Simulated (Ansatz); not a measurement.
The start is a relaxed Sr2H3I cell with every coordinate shifted by Gaussian noise of σ = 0.1 Å. A full variable-cell relaxation at zero pressure is run with r2SCAN (plane waves to 500 eV, PAW, scalar-relativistic; Ansatz, a first-principles code). First-step values are on the input's coarse k-mesh.

Ansatz input (later rounds restart from its end on a renewed k-mesh):
Ansatz 0.2 input:
```yaml
crystal:
  lattice:
    - [4.2365491703, 0, 0]
    - [-2.1182745852, 3.6689592059, 0]
    - [0, 0, 7.6723579874]
  atoms:
    - { symbol: Sr, position: [0.6207409268, 0.3403582257, 0.696922782] }
    - { symbol: Sr, position: [0.3732502572, 0.6993913239, 0.3201755517] }
    - { symbol: H, position: [-0.0184233155, 0.0027868452, 0.5157498348] }
    - { symbol: H, position: [0.6892064751, 0.3755679938, 0.3583007201] }
    - { symbol: H, position: [0.3962707183, 0.7118668939, 0.6456725944] }
    - { symbol: I, position: [-0.0163804633, -0.0276737685, 0.001928162] }
basis: { ecutwfc: 500, ecutrho_ratio: 4, xc_grid: 4, fft_grid_basis: typed }
kpoints: { mp_grid: { grid: [6, 6, 3] } }
hamiltonian:
  xc: r2scan
  dispersion: none
  pseudopotentials: { kind: paw }
scf: { occupations: { method: fermi_dirac, width: 0.05 } }
relax: { f_tol: 0.01, max_steps: 100, cell: { stress_tol: 0.02 } }
output: { forces: true, stress: true }
```

**Question.** Is the parent structure recovered?

**Answer.** The parent structure is recovered, P-3m1 (No. 164).

**Question.** Is the relaxed structure metallic? Give its gap.

**Answer.** 2.65 eV, indirect (valence top at A, conduction bottom at 46 % of the way from H to A) (no spin-orbit coupling).

Final values are on a 9×9×5 k-mesh of the relaxed cell. No spin polarisation in the result. Without spin-orbit coupling the bands of the heavy element are not split, so the gap can be far off.

The cell that was disturbed is our relaxation of an entry of Materials Project.
